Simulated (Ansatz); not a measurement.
PtSb2 (space group Pa-3)

```
PtSb2
1.0
    6.46312     0.00000     0.00000
    0.00000     6.46312     0.00000
    0.00000     0.00000     6.46312
Sb Pt
8 4
Direct
  0.37456   0.12544   0.87456
  0.62544   0.87456   0.12544
  0.12544   0.87456   0.37456
  0.87456   0.12544   0.62544
  0.87456   0.37456   0.12544
  0.12544   0.62544   0.87456
  0.62544   0.62544   0.62544
  0.37456   0.37456   0.37456
  0.00000   0.50000   0.50000
  0.50000   0.50000   0.00000
  0.50000   0.00000   0.50000
  0.00000   0.00000   0.00000
```

Equation-of-state scan: isotropic scaling of the cell above, V₀ being its volume. The atoms relax within the cell's symmetry.

All values below come from PBEsol (plane waves to 420 eV, PAW, scalar-relativistic; Ansatz, a quantum-chemistry and plane-wave program). k mesh 6×6×6 (Γ-centred), Fermi-Dirac smearing 0.05 eV. Stress and pressure are positive under compression. At this level the bands of PtSb2 touch or barely overlap; measurements give the solid a gap. PtSb2 is run without spin polarisation. PtSb2 was relaxed with its symmetry unable to fall. Spin-orbit coupling is left out, though Pt and Sb are heavy.

At one point of the scan the stress tensor (GPa) is:

```
   16.6      0.0      0.0
    0.0     16.6      0.0
    0.0      0.0     16.6
```

Q: Which point is it?
A. V/V₀ = 0.950
B. V/V₀ = 0.900
C. V/V₀ = 0.983
D. V/V₀ = 0.967

A: B, V/V₀ = 0.900

(Under strain, the slope of the energy per volume gives the stress and its curvature an elastic modulus.)
